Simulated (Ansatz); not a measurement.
All cells below were computed with r2SCAN (plane-wave PAW, Ansatz 0.2.0, no spin polarisation, atoms fixed as given).

Problem. Rank them by pressure, from most stretched to most compressed.
A.
LaRu2 (500 eV, 8×8×8 mesh on the cell that ran, as a rule the primitive one, fermi-dirac 0.1 eV)
Space group Fd-3m:1 (No. 227). a = 7.797 Å, b = 7.797 Å, c = 7.797 Å, α = 90.00°, β = 90.00°, γ = 90.00°
| atom | site | symmetry | x | y | z |
| --- | --- | --- | --- | --- | --- |
| Ru | 16c | .-3m | 0.1250 | 0.1250 | 0.1250 |
| La | 8b | -43m | 0.0000 | 0.0000 | 0.5000 |
B.
Cs2YSnCl6 (500 eV, 6×6×6 mesh on the cell that ran, as a rule the primitive one, fermi-dirac 0.1 eV)
```cif
data_structure
_symmetry_space_group_name_H-M 'Fm-3m'
_symmetry_Int_Tables_number 225
_cell_length_a 10.7837
_cell_length_b 10.7837
_cell_length_c 10.7837
_cell_angle_alpha 90.000
_cell_angle_beta 90.000
_cell_angle_gamma 90.000
_cell_volume 1254.00
loop_
_atom_site_label
_atom_site_type_symbol
_atom_site_symmetry_multiplicity
_atom_site_Wyckoff_symbol
_atom_site_fract_x
_atom_site_fract_y
_atom_site_fract_z
_atom_site_occupancy
Cs1 Cs 8 c 0.25000 0.75000 0.75000 1
Y1 Y 4 a 0.00000 0.00000 0.00000 1
Cl1 Cl 24 e 0.24390 0.00000 0.00000 1
Sn1 Sn 4 b 0.50000 0.00000 0.00000 1
```
C.
CaO (500 eV, 9×9×9 mesh on the cell that ran, as a rule the primitive one, fermi-dirac 0.0168 eV)
Space group Fm-3m (No. 225). a = 4.816 Å, b = 4.816 Å, c = 4.816 Å, α = 90.00°, β = 90.00°, γ = 90.00°
```json
{"atom": "Ca", "site": "4a", "symmetry": "m-3m", "x": "0.0000", "y": "0.0000", "z": "0.0000"}
{"atom": "O", "site": "4b", "symmetry": "m-3m", "x": "0.5000", "y": "0.0000", "z": "0.0000"}
```

Solution. A (-6.3 GPa), C (-1.5 GPa), B (2.8 GPa).

Origins: CaO, a database entry at a rescaled volume; LaRu2, a database entry at a rescaled volume; Cs2YSnCl6, a known structure type with other elements, at an estimated volume. Caveats for one or more cells: many states at the Fermi level without spin polarisation, so a magnetic state may lie lower.
